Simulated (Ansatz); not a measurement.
ZnCu₂GeS₄:
```yaml
crystal:
  lattice:
    - [-2.63352, 2.63352, 5.24167]
    - [2.63352, -2.63352, 5.24167]
    - [2.63352, 2.63352, -5.24167]
  atoms:
    - { symbol: Cu, position: [0.00000, 0.00000, 0.00000] }
    - { symbol: Cu, position: [0.75000, 0.25000, 0.50000] }
    - { symbol: Zn, position: [0.25000, 0.75000, 0.50000] }
    - { symbol: Ge, position: [0.50000, 0.50000, 0.00000] }
    - { symbol: S, position: [0.63044, 0.62067, 0.49846] }
    - { symbol: S, position: [0.12222, 0.13199, 0.50154] }
    - { symbol: S, position: [0.37933, 0.87778, 0.00977] }
    - { symbol: S, position: [0.86801, 0.36956, 0.99023] }
```

Cartesian axes are those of the cell as given.

Question: Give the high-frequency dielectric tensor and the Born effective charge tensors of the independent atoms from DFPT, PBEsol (plane waves, PAW; program Ansatz).

Answer: 
ε∞:
```
10.2  0.00  0.00
0.00  10.2  0.00
0.00  0.00  10.2
```
Z* of atom 1 (Cu), rows: field, columns: displacement, in e:
```
 0.63   0.06   0.00
-0.06   0.63   0.00
 0.00   0.00   0.64
```
Z* of atom 2 (Cu), rows: field, columns: displacement, in e:
```
 0.64  -0.38   0.00
 0.38   0.64   0.00
 0.00   0.00   0.65
```
Z* of atom 3 (Zn), rows: field, columns: displacement, in e:
```
 1.97  -0.26   0.00
 0.26   1.97   0.00
 0.00   0.00   2.24
```
Z* of atom 4 (Ge), rows: field, columns: displacement, in e:
```
 2.99  -0.06   0.00
 0.06   2.99   0.00
 0.00   0.00   2.96
```
Z* of atom 5 (S), rows: field, columns: displacement, in e:
```
-1.76  -0.09   0.82
-0.41  -1.34   0.16
 0.79   0.00  -1.62
```

Static charges for comparison (Bader): Cu1 +0.47, Cu2 +0.46, Zn3 +0.84, Ge4 +1.23, S5 -0.75 e. Born charges measure polarisation by displacement and can exceed these by far.

Space group I-4. Symmetry was held in the PBEsol relaxation. The run is not spin-polarised. Spin–orbit coupling is left out wherever it is not named.

Potentials: the later of the program's two PAW sets.
